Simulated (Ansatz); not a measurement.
NbSi2 (CrSi2 type, space group P6_222)

```xyz
9
Lattice="4.8105 0.0000 0.0000 -2.4052 4.1660 0.0000 0.0000 0.0000 6.6185" Properties=species:S:1:pos:R:3 pbc="T T T"
Nb     0.0000     4.1660     0.0000
Nb     1.2026     2.0830     2.2062
Nb     3.6078     2.0830     4.4123
Si     0.0000     1.3273     0.0000
Si     3.6610     0.6637     2.2062
Si     1.2557     3.5023     4.4123
Si     2.4052     2.8386     0.0000
Si    -1.2557     3.5023     2.2062
Si     1.1495     0.6637     4.4123
```

The atoms are displaced by Q × the pattern below (from a DFPT mode at Γ, largest move 1; Q in Å), at fixed cell.

| atom | x | y | z |
|---|---|---|---|
| Nb1 | 1.000 | 0.000 | 0.000 |
| Nb2 | -0.500 | -0.866 | 0.000 |
| Nb3 | -0.500 | 0.866 | 0.000 |
| Si4 | 0.496 | 0.000 | -0.500 |
| Si5 | -0.248 | -0.430 | 0.500 |
| Si6 | -0.248 | 0.430 | -0.500 |
| Si7 | 0.496 | 0.000 | 0.500 |
| Si8 | -0.248 | -0.430 | -0.500 |
| Si9 | -0.248 | 0.430 | 0.500 |

The numbers are results of PBE (plane waves to 420 eV, PAW, scalar-relativistic; Ansatz, a first-principles code), not measurements. k mesh 11×11×7 (Γ-centred), Fermi-Dirac smearing 0.05 eV. E stands for the smeared free energy. With partly filled bands, energies and forces of such displacements shift with the k mesh and the smearing. NbSi2 is run without spin polarisation. NbSi2 was relaxed with its symmetry unable to fall. ΔE is measured from the undisplaced structure. The last digit holds for this mesh only.

```
Q (Å)    ΔE (meV/cell)
-------  -------------
-0.1000          306.8
-0.0833          212.8
-0.0667       withheld
-0.0500           76.5
-0.0333           34.0
-0.0167            8.5
0.0000             0.0
0.0167             8.5
0.0333            34.0
0.0500            76.5
0.0667        withheld
0.0833           212.8
0.1000           306.8
```

Task: Fit an even polynomial form (powers 2, 4) to the given rows and predict ΔE at Q = -0.0667.

Result: Least squares on the 11 given rows: ΔE = (30610)·Q² + (6965)·Q⁴, in meV/cell with Q in Å; root-mean-square residual 0.05 meV/cell. At -0.0667 the fit gives 136.3 meV/cell; the calculation gives 136.1 meV/cell, so the interpolation is off by 0.2 (+0.1 %). The quadratic term alone would give 136.2 meV/cell.

(A displaced cell: forces are minus the slopes of the energy, force constants its curvatures, and phonons follow from these.)
